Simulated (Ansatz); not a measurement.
Phonons of Ni3Si

Computed with Ansatz (plane waves, PAW, 420 eV cutoff): PBEsol, scalar-relativistic, collinear spin, Gaussian smearing of 0.15 eV. The datasets are Ansatz's generated set soft_2.

```
Si Ni
1.0
     3.46096    0.00000    0.00000
     0.00000    3.46096    0.00000
     0.00000    0.00000    3.46096
Si Ni
1 3
Direct
  0.00000 0.00000 0.00000
  0.00000 0.50000 0.50000
  0.50000 0.00000 0.50000
  0.50000 0.50000 0.00000
```

The chain of runs began from a cell as deposited in COD, expanded in volume.

Moments typed, the run going on from the state of an earlier one (μB, in the order of the atoms): 0.0, 0.05, 0.05, 0.05.

The moments died out.

Force constants come from finite displacements in a 2×2×2 supercell (the unit cell's 10×10×10 k-mesh, folded to it); the long-range dipole term is not included. Points in reciprocal vectors of this cell: Γ = (0.000, 0.000, 0.000), X = (0.000, 0.500, 0.000), M = (0.500, 0.500, 0.000), R = (0.500, 0.500, 0.500).

Frequencies at the named points (cm⁻¹, imaginary ones negative):
```tsv
point	ω (cm⁻¹)
Γ	0 0 0 208 208 208 239 239 239 337 337 337
X	150 150 184 184 204 231 266 281 281 303 303 334
M	81 190 193 193 203 203 263 281 294 310 310 318
R	67 67 67 189 189 190 190 190 338 338 338 357
```

Q: Is the structure dynamically stable along this path, and where does the spectrum end?

A: Yes: no branch is imaginary beyond numerical noise. The highest frequency is 357 cm⁻¹, at R. Points that don't fit the supercell are interpolated.

Q: What does the harmonic approximation give for the vibrational free energy, entropy and heat capacity?

A: Zero-point energy 43.1 meV/atom.
```
T (K)  F_vib (meV/atom)  S (J/K per mole of atoms)  C_V (J/K per mole of atoms)
  100              41.3                        5.7                         11.2
  200              29.6                       16.7                         19.7
  300               7.7                       25.2                         22.3
  400             -22.0                       31.8                         23.4
  500             -57.8                       37.1                         24.0
  600             -98.7                       41.5                         24.3
  700            -143.7                       45.3                         24.4
  800            -192.3                       48.5                         24.5
  900            -244.1                       51.4                         24.6
 1000            -298.8                       54.0                         24.7
```

The highest mode, 357 cm⁻¹, is worth 510 K. At 300 K the heat capacity has reached 90 % of the classical limit 3R = 24.9 J/K per mole of atoms, since the stiffer modes are still partly frozen out.

The crystal is a metal or nearly so; low and unstable modes depend on mesh and smearing.

Cost: 2.8 min on 4 threads of Intel(R) Xeon(R) Platinum 8488C (Sapphire Rapids) (shared host), peak memory 5.3 GiB.
